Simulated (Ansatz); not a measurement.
Level: LDA, no spin polarisation; 420 eV; 6×6×3 Γ-centred mesh; cold occupations (width 0.1801 eV); Ansatz 0.2.0, fixed geometry.

Computed maps in the lattice plane spanned by a (left to right, 5.40 Å, 16 points from zero) and b (bottom to top, 5.40 Å, 16 points from zero), 60° apart, at height 0.500 along c. The fields are smooth PAW ones with compensation charges, not the true ones near nuclei.

Valence density. Digits on a logarithmic scale: 0 up to 0.03 e/Å³, each further digit a factor of 1.6, 9 from 1.3 e/Å³ up:
```
9998544555544589
9998544566654458
7887545678876545
4555444689998644
4444444579999754
4445444568999865
4556655456899865
4567876545678765
4568998654556655
4568999865444544
4457999975444444
4446899986444555
7545678876545788
9854456665445899
9985445555445899
9997444444444799
```

The cell is YZr$_{6}$Ge$_{6}$. Which atoms lie within 0.2 Å of this plane, and where (fractions of a and b)?

Y at (0.00, 0.00), Ge at (0.67, 0.67), Ge at (0.33, 0.33). The whole cell:
```
Y Zr Ge
1.0
     2.70201    4.68002    0.00000
    -2.70201    4.68002    0.00000
     0.00000    0.00000    8.92899
Y Zr Ge
1 6 6
Direct
  0.00000 0.00000 0.50000
  0.50000 0.50000 0.25074
  0.50000 0.00000 0.25074
  0.00000 0.50000 0.25074
  0.00000 0.50000 0.74926
  0.50000 0.00000 0.74926
  0.50000 0.50000 0.74926
  0.00000 0.00000 0.17046
  0.00000 0.00000 0.82954
  0.66670 0.66660 0.00000
  0.33340 0.33330 0.00000
  0.66670 0.66660 0.50000
  0.33340 0.33330 0.50000
```

Origin: a known structure type with other elements, at an estimated volume, so it need not be a known compound. Caveats: atoms or cell far from equilibrium; wide smearing.
